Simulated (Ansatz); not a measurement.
BaZrS₃:
```yaml
crystal:
  lattice:
    - [7.16241, 0.00000, 0.00000]
    - [0.00000, 10.03207, 0.00000]
    - [0.00000, 0.00000, 7.03025]
  atoms:
    - { symbol: Ba, position: [0.05130, 0.25000, 0.01140] }
    - { symbol: Ba, position: [0.94870, 0.75000, 0.98860] }
    - { symbol: Ba, position: [0.44870, 0.75000, 0.51140] }
    - { symbol: Ba, position: [0.55130, 0.25000, 0.48860] }
    - { symbol: Zr, position: [0.00000, 0.00000, 0.50000] }
    - { symbol: Zr, position: [0.50000, 0.00000, 0.00000] }
    - { symbol: Zr, position: [0.50000, 0.50000, 0.00000] }
    - { symbol: Zr, position: [0.00000, 0.50000, 0.50000] }
    - { symbol: S, position: [0.99296, 0.25000, 0.56500] }
    - { symbol: S, position: [0.00704, 0.75000, 0.43500] }
    - { symbol: S, position: [0.50704, 0.75000, 0.06500] }
    - { symbol: S, position: [0.49296, 0.25000, 0.93500] }
    - { symbol: S, position: [0.21019, 0.96589, 0.78999] }
    - { symbol: S, position: [0.78981, 0.03411, 0.21001] }
    - { symbol: S, position: [0.28981, 0.03411, 0.28999] }
    - { symbol: S, position: [0.71019, 0.96589, 0.71001] }
    - { symbol: S, position: [0.71019, 0.53411, 0.71001] }
    - { symbol: S, position: [0.28981, 0.46589, 0.28999] }
    - { symbol: S, position: [0.78981, 0.46589, 0.21001] }
    - { symbol: S, position: [0.21019, 0.53411, 0.78999] }
```

Relaxed with PBE. Special points in fractions of this cell's reciprocal vectors: Γ (0.000, 0.000, 0.000); X (0.500, 0.000, 0.000); S (0.500, 0.500, 0.000); Y (0.000, 0.500, 0.000); Z (0.000, 0.000, 0.500); U (0.500, 0.000, 0.500); R (0.500, 0.500, 0.500); T (0.000, 0.500, 0.500).

List the band energies nearest the valence-band maximum at these points for PBE with spin–orbit coupling (plane waves, PAW; program Ansatz).

In eV from the valence-band maximum; about four levels below and three above (degenerate sets whole), none deeper than 8.9 eV; points with the same levels are listed once.

```csv
k,below,above
Γ,-0.02 -0.02 0.00 0.00,1.01 1.01 1.08 1.08
X,-0.24 -0.24 -0.24 -0.24,2.00 2.00 2.00 2.00
S,-0.35 -0.35 -0.35 -0.35,2.37 2.37 2.37 2.37 2.37 2.37 2.37 2.37
Y,-0.26 -0.26 -0.26 -0.26 -0.26 -0.26 -0.26 -0.26,1.19 1.19 1.19 1.19
Z,-0.32 -0.32 -0.32 -0.32,2.04 2.04 2.04 2.04
U,-0.09 -0.09 -0.09 -0.09,1.12 1.12 1.12 1.12
R,-0.38 -0.38 -0.38 -0.38 -0.38 -0.38 -0.38 -0.38,2.12 2.12 2.12 2.12
T,-0.31 -0.31 -0.31 -0.31,2.31 2.31 2.31 2.31
```

Space group Pnma. Symmetry was held in the PBE relaxation. The run is not spin-polarised.

Potentials: the later of the program's two PAW sets.
